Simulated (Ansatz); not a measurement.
Relaxed-ion elastic tensor of C in space group Im-3m (No. 229; C on 16f) in GPa (Voigt order), plane-wave PAW r²SCAN (Ansatz code); density 2.78 g/cm³, 7.17 Å³ per atom.

|  | 1 | 2 | 3 | 4 | 5 | 6 |
|---|---|---|---|---|---|---|
| 1 | 514 | 225 | 225 | 0.0 | 0.0 | 0.0 |
| 2 | 225 | 514 | 225 | 0.0 | 0.0 | 0.0 |
| 3 | 225 | 225 | 514 | 0.0 | 0.0 | 0.0 |
| 4 | 0.0 | 0.0 | 0.0 | 303 | 0.0 | 0.0 |
| 5 | 0.0 | 0.0 | 0.0 | 0.0 | 303 | 0.0 |
| 6 | 0.0 | 0.0 | 0.0 | 0.0 | 0.0 | 303 |

### Question
Is the crystal mechanically stable?

### Answer
Yes: the smallest eigenvalue of C is 289 GPa.

### Question
Work out the Voigt, Reuss and Hill averages.

### Answer
K_V = 322, K_R = 322, K_H = 322; G_V = 239, G_R = 210, G_H = 225 GPa.

### Question
Give Young's modulus, Poisson's ratio, Pugh's ratio and the universal anisotropy index.

### Answer
E = 9KG/(3K + G) = 547 GPa; ν = 0.22; K/G = 1.43 (brittle by the Pugh limit of 1.75); A_U = 5G_V/G_R + K_V/K_R − 6 = 0.69.

### Question
Estimate the sound speeds and the Debye temperature.

### Answer
v_l = √((K + 4G/3)/ρ) = 14900 m/s, v_t = √(G/ρ) = 8990 m/s, mean 9940 m/s; Θ = (h/k)(3n/4πV)^(1/3) v_m = 1540 K.

### Question
Give the Zener ratio and Young's modulus along [100], [110] and [111].

### Answer
A = 2C44/(C11 − C12) = 2.10; 1/E = S11 − 2(S11 − S12 − S44/2)Γ with Γ = 0, 1/4, 1/3 gives 377, 572, 691 GPa.

### Question
Solve the Christoffel equation for the three sound speeds along [100], [110], [111].

### Answer
Eigenvalues of C_ijkl n_j n_l equal ρv². In km/s, slowest first: [100] 10.43, 10.43, 13.60; [110] 7.21, 10.43, 15.55; [111] 8.42, 8.42, 16.15.

The start of the workflow was typed in or built on a structure type; neither database checked (COD, Materials Project) lists it. It is not the phase usual at ambient conditions (space group No. 194, 227). The r²SCAN relaxation kept the symmetry of its start; its stability against distortions is not shown here.

Potentials: the earlier of the program's two PAW sets.
